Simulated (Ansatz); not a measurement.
Ni (fcc (Cu type), Fm-3m) under volume change, PBE (plane waves, PAW; program Ansatz), scaled uniformly.

```csv
V (Å³/atom),E − E(relaxed) (meV/atom),P (GPa)
9.913,66.0,23.64
10.240,27.5,14.34
10.566,[?],[?]
10.893,0.0,0.00
11.220,5.8,-5.48
11.547,21.8,-10.07
11.874,[?],[?]
```

Q: Fill in the missing entries.

A: 
- 11.874, E − E(relaxed) (meV/atom): 46.3
- 11.874, P (GPa): -13.89
- 10.566, E − E(relaxed) (meV/atom): 6.5
- 10.566, P (GPa): 6.54

Q: What does a third-order Birch–Murnaghan fit give for V₀, B₀ and B′?

A: V₀ = 10.89 Å³/atom, B₀ = 199 GPa, B′ = 4.9.

The cell was relaxed with PBE under the symmetry of its start. Magnetic state: ferromagnetic, chosen from 3 collinear starts compared on coarse meshes (ties went to the first, and starts can fall back to one state), not a proven ground state. Textbook magnetic order: ferromagnetic.

Potentials: the earlier of the program's two PAW sets.
